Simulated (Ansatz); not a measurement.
## TiN (rocksalt structure): a workflow

**The experiment.** The Crystallography Open Database holds a cell as deposited of cubic TiN (space group Fm-3m), temperature not stated (1963): a = 4.235 Å, 9.49 Å³/atom.

Method: r²SCAN, scalar-relativistic; collinear spin; PAW, 500 eV, Γ-centred 14×14×14 mesh, 0.05 eV Gaussian smearing; code Ansatz; PAW files: Ansatz's generated set soft_2.

The start was a prototype's sites filled with these elements; the Crystallography Open Database holds the compound in this structure.

The first cell, 17 % over the database's volume:

```yaml
crystal:
  lattice:
    - [0.00000, 2.23000, 2.23000]
    - [2.23000, 0.00000, 2.23000]
    - [2.23000, 2.23000, 0.00000]
  atoms:
    - { symbol: Ti, position: [0.50000, 0.50000, 0.50000] }
    - { symbol: N, position: [0.00000, 0.00000, 0.00000] }
```

Starting moments (μB, in the order of the atoms): 1.0, 0.0.

The first steps of the search for zero pressure:

```
run        level  k-mesh        kind  V (Å³/atom)  P (GPa)  gap on the mesh (eV)  largest moment (μB)
  1  PBE, 420 eV   8×8×8  fixed cell        11.09    -29.5                 metal                 0.07
  2  PBE, 420 eV   8×8×8  fixed cell         9.98    -10.3                 metal                 0.06
```

Problem. At which volume does r²SCAN reach zero pressure?

Solution. 9.48 Å³/atom, about 14.5 % under the start.

The steps that followed:

```
run        level    k-mesh        kind  V (Å³/atom)  P (GPa)  E − E(final) (meV/atom)  gap on the mesh (eV)  largest moment (μB)
  3  PBE, 420 eV     8×8×8  fixed cell         9.58      0.1                        –                 metal                 0.06
  4       r²SCAN  14×14×14  fixed cell         9.58     -3.1                      1.0                 metal                 0.00
  5       r²SCAN  14×14×14  fixed cell         9.38      3.0                      0.9                 metal                 0.00
  6       r²SCAN  14×14×14  fixed cell         9.48      0.0                      0.0                 metal                 0.00
```

Cell and atoms are those of this level's equilibrium.

The final structure (symmetry read at 0.01 Å). It takes space group Fm-3m (No. 225, cubic). The conventional cell has a = 4.233 Å, b = 4.233 Å, c = 4.233 Å, α = 90.00°, β = 90.00°, γ = 90.00°. Around Ti (site symmetry m-3m) lie 6 N at 2.12 Å. Around N (site symmetry m-3m) lie 6 Ti at 2.12 Å. (Neighbours are counted to 15 % beyond the shortest distance.)

```tsv
atom	site	symmetry	x	y	z
Ti	4b	m-3m	0.5000	0.0000	0.0000
N	4a	m-3m	0.0000	0.0000	0.0000
```

- None of 4 magnetic starts ended more than 0.5 meV/atom under the solution without spin polarisation.
- At the final geometry the gap, band path included, is zero (metallic) and no site carries a moment.
- The equation of state gives B0 = 296 GPa and B0′ = 4.2.
- Against the elements' standard states, run alike and uncorrected, the formation energy is -1.95 eV/atom.
- The runs in the table took roughly 1 core-minutes.

**What lies behind the numbers.**

With 17 valence electrons in the calculation's cell and no magnetic order, the bands, two electrons each, can't all be full or empty: band theory demands a metal. (Only strong correlation, outside this picture, could make a Mott insulator of it.)

**Comparison.** The computed cell (4.233 Å, 9.48 Å³/atom) differs from the database's by −0.2 % in volume, about −0.1 % in length. Agreement this close is partly luck: the calculation is for a static lattice, the crystal has zero-point motion and thermal expansion.
